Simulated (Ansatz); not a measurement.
Input:

ZrTa:
```cif
data_Ta4Zr4
_chemical_formula_sum 'Ta4 Zr4'
_space_group_name_H-M_alt 'Fm-3m'
_space_group_IT_number 225
_space_group_name_Hall '-F 4 2 3'
_cell_length_a 5.65989
_cell_length_b 5.65989
_cell_length_c 5.65989
_cell_angle_alpha 90.000
_cell_angle_beta 90.000
_cell_angle_gamma 90.000
loop_
_atom_site_label
_atom_site_type_symbol
_atom_site_symmetry_multiplicity
_atom_site_Wyckoff_symbol
_atom_site_fract_x
_atom_site_fract_y
_atom_site_fract_z
_atom_site_occupancy
Ta1 Ta 4 a 0.00000 0.00000 0.00000 1
Zr1 Zr 4 b 0.50000 0.50000 0.50000 1
```
(The calculation used a cell of 2 atoms; values per cell refer to that cell.)

This is the PBE-relaxed structure.

Question: All from DFT-PBE in the program Ansatz with PAW potentials, unless another level is named. Estimate the formation energy from the elements (no fitted shifts).

Answer: 1.15 eV/atom.

Question: Next, the density of states at the Fermi level?

Answer: 2.1 states/eV per atom (mean over ±0.08 eV).

Question: Predict the gap with spin–orbit coupling.

Answer: none (metallic).

The start of the workflow was typed in or built on a structure type; neither database checked (COD, Materials Project) lists it. Whether it is the stable phase at ambient conditions was not checked. The cell was relaxed with PBE under the symmetry of its start; whether a distortion lowers the energy is not shown. The run is not spin-polarised. Its formation energy is positive at this level, so the cell may be metastable or incomplete. The references are the lowest solids computed at this level, not always the standard phases. Scalar-relativistic: spin–orbit coupling is off unless named, which matters more the heavier the elements.

Potentials: the earlier of the program's two PAW sets.
